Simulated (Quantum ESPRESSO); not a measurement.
## Band energies of AlAs

```
CELL_PARAMETERS angstrom
      0.00000     2.83745     2.83745
      2.83745     0.00000     2.83745
      2.83745     2.83745     0.00000
ATOMIC_POSITIONS crystal
  Al 0.00000 0.00000 0.00000
  As 0.25000 0.25000 0.25000
```

PBEsol (Quantum ESPRESSO, PseudoDojo norm-conserving, 84 Ry, without SOC); path ΓXWKΓLUWLK,UX; energies in eV from the valence-band maximum.

```csv
k (1/Å),point,band 5,band 6,band 7,band 8,band 9,band 10,band 11,band 12
0.00,Γ,-34.46,-11.85,0.00,0.00,0.00,1.89,4.26,4.26
0.22,,-34.46,-11.72,-1.03,-0.34,-0.34,2.98,3.80,4.79
0.55,,-34.46,-11.09,-3.22,-1.34,-1.34,2.51,3.68,6.78
0.89,,-34.46,-10.20,-4.96,-2.03,-2.03,1.56,2.48,9.17
1.11,X,-34.46,-9.91,-5.41,-2.17,-2.17,1.34,2.23,10.21
1.22,,-34.46,-9.91,-5.38,-2.27,-2.25,1.53,2.43,9.70
1.55,,-34.46,-9.88,-5.11,-3.09,-2.78,3.66,4.69,6.29
1.66,W,-34.46,-9.88,-5.06,-3.18,-2.83,4.24,5.58,5.62
1.79,,-34.46,-9.90,-5.09,-3.27,-2.57,3.59,5.11,6.18
2.05,K,-34.46,-9.94,-5.15,-3.42,-1.80,2.15,4.90,8.10
2.16,,-34.46,-10.02,-5.06,-3.54,-1.58,2.44,6.05,7.39
2.48,,-34.46,-10.62,-4.42,-2.73,-0.81,3.42,5.49,5.71
2.80,,-34.46,-11.39,-2.71,-1.22,-0.20,3.43,4.45,4.72
3.12,,-34.46,-11.82,-0.39,-0.09,-0.01,2.22,4.24,4.29
3.23,Γ,-34.46,-11.85,0.00,0.00,0.00,1.89,4.26,4.26
3.33,,-34.46,-11.82,-0.41,-0.03,-0.03,2.21,4.29,4.32
3.65,,-34.46,-11.39,-2.98,-0.41,-0.41,2.60,4.84,4.84
3.97,,-34.46,-10.69,-5.06,-0.75,-0.75,2.15,4.73,4.73
4.19,L,-34.46,-10.45,-5.56,-0.82,-0.82,2.05,4.64,4.64
4.28,,-34.46,-10.43,-5.54,-1.05,-0.86,2.28,4.54,4.74
4.57,,-34.46,-10.20,-5.26,-2.75,-1.34,2.80,5.28,6.13
4.77,,-34.46,-10.00,-5.12,-3.43,-1.67,2.33,5.53,7.41
4.86,U,-34.46,-9.94,-5.15,-3.42,-1.80,2.15,4.90,8.10
5.06,,-34.46,-9.91,-5.11,-3.33,-2.32,3.06,5.01,6.63
5.25,W,-34.46,-9.88,-5.06,-3.18,-2.83,4.24,5.58,5.62
5.35,,-34.46,-9.91,-5.06,-3.27,-2.63,4.15,5.18,5.88
5.65,,-34.46,-10.19,-5.25,-2.69,-1.54,3.60,4.16,6.62
5.94,,-34.46,-10.43,-5.54,-1.05,-0.87,2.28,4.53,4.75
6.04,L,-34.46,-10.45,-5.56,-0.82,-0.82,2.05,4.64,4.64
6.12,,-34.46,-10.44,-5.55,-1.00,-0.85,2.23,4.56,4.72
6.38,,-34.46,-10.25,-5.32,-2.48,-1.24,2.90,4.91,5.81
6.63,,-34.46,-9.99,-5.12,-3.44,-1.69,2.30,5.45,7.52
6.72,K,-34.46,-9.94,-5.15,-3.42,-1.80,2.15,4.90,8.10
6.72,U,-34.46,-9.94,-5.15,-3.42,-1.80,2.15,4.90,8.10
6.81,,-34.46,-9.91,-5.25,-3.12,-1.95,1.92,3.84,8.78
7.11,X,-34.46,-9.91,-5.41,-2.17,-2.17,1.34,2.23,10.21
```

The PBEsol gap is indirect, 1.34 eV, from Γ to X; the smallest direct gap is 1.89 eV.

Spin-orbit splittings are left out.

Geometry relaxed with PBEsol.
